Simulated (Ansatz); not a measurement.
Relaxing an invented Si2C structure

Method: Ansatz 0.2.0, DFT PBE, scalar-relativistic, plane waves, PAW. Cutoff 420 eV, Gaussian smearing, Γ-centred meshes. Cell and atoms relax first on a coarse mesh and then on a finer one. In between, the cell is made exact in the group found at 0.06 Å. In metals the finer mesh still leaves noise of several meV/atom or more. The steps can't lower the symmetry of their start. No spin polarisation in the relaxation; trial moments died out in a coarse test.

The guess for Si2C was made by a generator: random cell by space group and Wyckoff sites (P4/mmm, No. 123). Its size is a rough estimate.

```
Si C
1.0
     3.14816    0.00000    0.00000
     0.00000    3.14816    0.00000
     0.00000    0.00000    5.11704
Si C
2 1
Direct
  0.50000 0.00000 0.50000
  0.00000 0.50000 0.50000
  0.00000 0.00000 0.00000
```

Energies over the elements count from the elements' standard structures at the same level, with no fitted energy shifts.

Q: Where does the relaxation end?

A: The symmetry stays P4/mmm (No. 123). The volume per atom shrinks by 30.4 %, from 16.9 to 11.8 Å³. The shortest distance goes from 2.23 Å (Si–Si) to 2.27 Å (Si–C). The ratio c/a of the conventional cell changes by a factor of 0.51. The energy falls by about 1.4 eV/atom (the start's value is from the coarse mesh). Conventional cell: a = 3.484 Å, c = 2.909 Å. Around Si lie 4 C at 2.27 Å, 4 Si at 2.46 Å and 2 Si at 2.91 Å; C is surrounded by 8 Si at 2.27 Å.

```yaml
crystal:
  lattice:
    - [3.48450, 0.00000, 0.00000]
    - [0.00000, 3.48450, 0.00000]
    - [0.00000, 0.00000, 2.90907]
  atoms:
    - { symbol: Si, position: [0.50000, 0.00000, 0.50000] }
    - { symbol: Si, position: [0.00000, 0.50000, 0.50000] }
    - { symbol: C, position: [0.00000, 0.00000, 0.00000] }
```

Q: Give its energy and gap.

A: The energy over the elements is +1.23 eV/atom. The gap on the 14×14×16 mesh of the 3-atom cell is 0 eV (a metal).

It can't be a ground state, since the elements alone are lower.

The last run used Gaussian smearing of 0.10 eV. The reference form of C is held partly by dispersion forces, which this level lacks. Symmetry constrained the relaxation, so the result can be a saddle point.
